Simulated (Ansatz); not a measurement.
Q: Each is relaxed and computed with LDA (plane waves, PAW; program Ansatz). Which is the only metal?
A) SiGe, wurtzite
B) TiSi, CsCl type
C) BaTiO3, Amm2 (Ba on 2a, Ti on 2b, O on 4e, O on 2a)
D) CaTiO3, cubic perovskite

A: B, TiSi, CsCl type. TiSi: metal; CaTiO3: gap 1.88 eV (indirect); SiGe: gap 0.32 eV (indirect); BaTiO3: gap 2.03 eV (indirect). Constructed cells (a structure type filled with these elements, in neither database checked): TiSi, CsCl type. Not the usual ambient phase: BaTiO3, Amm2 (Ba on 2a, Ti on 2b, O on 4e, O on 2a). Standing as an ambient phase not checked: CaTiO3, cubic perovskite; SiGe, wurtzite. Unstable at this level: TiSi, CsCl type; CaTiO3, cubic perovskite; BaTiO3, Amm2 (Ba on 2a, Ti on 2b, O on 4e, O on 2a). All cells were relaxed under the symmetry of their starts (and spin orders); stability against distortions was not tested throughout. Rows with no word on spin ran without spin polarisation. Scalar-relativistic: spin–orbit coupling is off unless named, which matters more the heavier the elements.

Potentials: the later of the program's two PAW sets.
